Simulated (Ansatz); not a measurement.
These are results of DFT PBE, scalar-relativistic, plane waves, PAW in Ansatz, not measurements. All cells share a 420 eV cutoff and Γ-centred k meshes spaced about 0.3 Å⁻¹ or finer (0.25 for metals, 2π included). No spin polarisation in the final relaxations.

Temperature and zero-point effects are left out. All come from trial cells, and lower structures may exist.

Task: Order these relaxed structures of Na3AlO3 by energy, lowest first, with the energy over the lowest of them.
A.

```xyz
14
Lattice="2.9441 -6.3941 0.0000 2.9441 6.3941 0.0000 -1.4157 0.0000 5.3353" Properties=species:S:1:pos:R:3 pbc="T T T"
Na    2.2363   -3.3235    2.6677
Na    2.2363    3.3235    2.6677
Na    0.7078    0.0000    2.5114
Na    3.7648    0.0000    2.8239
Na    2.9441   -2.1394    0.0000
Na    2.9441    2.1394    0.0000
Al    2.9441    5.1194    0.0000
Al    2.9441   -5.1194    0.0000
O     3.5869   -2.1320    4.0878
O     0.8857   -2.1320    1.2475
O     4.8339    0.0000    0.8094
O     3.5869    2.1320    4.0878
O     0.8857    2.1320    1.2475
O    -0.3614    0.0000    4.5259
```

B.

```xyz
7
Lattice="5.1036 2.9466 1.2084 -5.1036 2.9466 1.2084 0.0000 -5.8931 1.2084" Properties=species:S:1:pos:R:3 pbc="T T T"
Na   -2.6819   -1.5484    1.4510
Na    2.6819   -1.5484    1.4510
Na    0.0000    3.0968    1.4510
Al    0.0000    0.0000    3.3415
O    -1.4848   -0.8572    3.2353
O     1.4848   -0.8572    3.2353
O     0.0000    1.7145    3.2353
```

C.

```xyz
14
Lattice="6.9624 0.0000 0.0000 -3.4812 6.0296 0.0000 0.0000 0.0000 4.9253" Properties=species:S:1:pos:R:3 pbc="T T T"
Na    1.9997    4.5201    3.6940
Na   -0.5666    2.0378    3.6940
Na   -1.4332    5.5014    3.6940
Na    1.4815    1.5096    1.2313
Na    4.0478    3.9919    1.2313
Na    4.9144    0.5282    1.2313
Al    3.4812    2.0099    3.6940
Al    0.0000    4.0198    1.2313
O     1.7733    1.7876    3.6940
O     4.5277    0.6419    3.6940
O     4.1426    3.6002    3.6940
O    -0.6614    2.4295    1.2313
O     1.7079    4.2421    1.2313
O    -1.0465    5.3877    1.2313
```

Result: A (0 meV/atom), B (118 meV/atom), C (134 meV/atom). Forms: A C2/m; B R3m; C P6_3/m. Counting O atoms around Al and Na (those within 1.25 times the shortest such distance or 1.15 times the sum of covalent radii; a plus sign parts nearer from farther groups; a slash parts the counts of unlike sites): A has Na 4/4+2, Al 4; B has Na 4, Al 3; C has Na 4+1, Al 3.

With atoms moved at random, C2/m (by 27 meV/atom) fell into a lower structure. Without a clear test, and held by symmetry: R3m and P6_3/m. Some candidate types were left out of the draw beforehand, so a known form may be missing.
